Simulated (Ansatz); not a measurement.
Relaxation of a generated cell, TaSi2 built in the AFLOW prototype A2B_hP9_150_ef_bd (C22, as in Fe2P); 9 atoms in the cell, which starts as P321 (No. 150), hP9; a = b = 6.386 Å, c = 3.766 Å, α = β = 90.00°, γ = 120.00°. Computed with PBEsol (plane waves to 420 eV, PAW, scalar-relativistic; Ansatz, a quantum-chemistry and plane-wave program). Γ-centred k-mesh 4×4×6 on the run's cell (coarser than for final values), Fermi–Dirac smearing 0.05 eV. This is the first round of the run. 

The optimiser's lines from the output (shortened; P is positive under compression):

```
relax step   1: F+E_penalty+E_count = -33144.45174464 eV  Δ(F+E_penalty+E_count) = +0.000e0 eV  max|allowed force component| = 3.285e0 eV/Å  Δτ_max = 0.0000 Å  P = +23.225 GPa  Ω = 133.018 Å³  (7 SCF iters, dr2 threshold 1.00e-7 eV, accepted)
relax step   2: F+E_penalty+E_count = -33146.51796749 eV  Δ(F+E_penalty+E_count) = -2.066e0 eV  max|allowed force component| = 1.409e0 eV/Å  Δτ_max = 0.1329 Å  P = +2.200 GPa  Ω = 145.585 Å³  (6 SCF iters, dr2 threshold 9.00e-7 eV, accepted)
relax step   3: F+E_penalty+E_count = -33147.29004191 eV  Δ(F+E_penalty+E_count) = -7.721e-1 eV  max|allowed force component| = 1.221e0 eV/Å  Δτ_max = 0.1049 Å  P = +0.178 GPa  Ω = 144.705 Å³  (6 SCF iters, dr2 threshold 9.00e-7 eV, accepted)
relax step   4: F+E_penalty+E_count = -33147.71596216 eV  Δ(F+E_penalty+E_count) = -4.259e-1 eV  max|allowed force component| = 2.834e-1 eV/Å  Δτ_max = 0.1798 Å  P = +1.245 GPa  Ω = 141.575 Å³  (6 SCF iters, dr2 threshold 9.00e-7 eV, accepted)
relax step   5: F+E_penalty+E_count = -33147.73554339 eV  Δ(F+E_penalty+E_count) = -1.958e-2 eV  max|allowed force component| = 3.915e-2 eV/Å  Δτ_max = 0.0518 Å  P = -0.959 GPa  Ω = 143.332 Å³  (6 SCF iters, dr2 threshold 9.00e-7 eV, accepted)
relax step   6: F+E_penalty+E_count = -33147.73995336 eV  Δ(F+E_penalty+E_count) = -4.410e-3 eV  max|allowed force component| = 4.656e-3 eV/Å  Δτ_max = 0.0099 Å  P = +0.114 GPa  Ω = 142.414 Å³  (6 SCF iters, dr2 threshold 9.00e-7 eV, accepted)
relax step   7: F+E_penalty+E_count = -33147.73999962 eV  Δ(F+E_penalty+E_count) = -4.626e-5 eV  max|allowed force component| = 1.829e-3 eV/Å  Δτ_max = 0.0004 Å  P = +0.007 GPa  Ω = 142.499 Å³  (6 SCF iters, dr2 threshold 6.83e-8 eV, accepted)
relax step   8: F+E_penalty+E_count = -33147.73999862 eV  Δ(F+E_penalty+E_count) = +1.005e-6 eV  max|allowed force component| = 2.776e-4 eV/Å  Δτ_max = 0.0001 Å  P = -0.000 GPa  Ω = 142.507 Å³  (6 SCF iters, dr2 threshold 1.15e-9 eV, accepted)
relax step   9: F+E_penalty+E_count = -33147.75348530 eV  Δ(F+E_penalty+E_count) = -1.349e-2 eV  max|allowed force component| = 1.873e-3 eV/Å  Δτ_max = 0.0000 Å  P = +0.086 GPa  Ω = 142.507 Å³  stress off target by 1.38e-1 GPa  SCF on the basis re-selected at this cell (its energy is not comparable with the rows above)  (6 SCF iters)
relax step  10: F+E_penalty+E_count = -33147.75353598 eV  Δ(F+E_penalty+E_count) = -5.067e-5 eV  max|allowed force component| = 6.402e-4 eV/Å  Δτ_max = 0.0007 Å  P = +0.004 GPa  Ω = 142.567 Å³  (6 SCF iters, dr2 threshold 4.73e-8 eV, accepted)
relax step  11: F+E_penalty+E_count = -33147.75353852 eV  Δ(F+E_penalty+E_count) = -2.542e-6 eV  max|allowed force component| = 6.428e-4 eV/Å  Δτ_max = 0.0000 Å  P = +0.004 GPa  Ω = 142.567 Å³  stress off target by 3.99e-3 GPa  SCF on the basis re-selected at this cell (its energy is not comparable with the rows above)  (8 SCF iters)
```

From the first to the last row the energy changes by -0.37 eV/atom and the volume by +7.2 %. The last row is marked as not comparable with the walk above it, whose basis was carried along; it does compare with step 1, since both stand on a basis selected at the nominal cutoff for their own cell.

Later rounds, restarted from the end of this one on a renewed k-mesh, logged 11 more steps and released under 0.01 eV/atom more. The final structure after all rounds: P-62m (No. 189), hP9, AFLOW prototype A2B_hP9_189_fg_bc (C22, as in Fe2P); a = b = 7.0118 Å, c = 3.3472 Å, α = β = 90.00°, γ = 120.00°. Between re-selections the logged energies stand on a plane-wave basis carried along with the cell. No spin polarisation in the result. The relaxed primitive cell holds an odd number of electrons. A magnetic state may lie lower.

The run could not lose the symmetry of its start: the end is stationary, and may be a saddle point rather than a minimum.

The relaxed structure here is a generated cell of TaSi2: the first start was made by placing the elements on the sites of a structure type, and the end was not matched to a known phase here, so it may be hypothetical. Known forms of TaSi2 include space group No. 181.
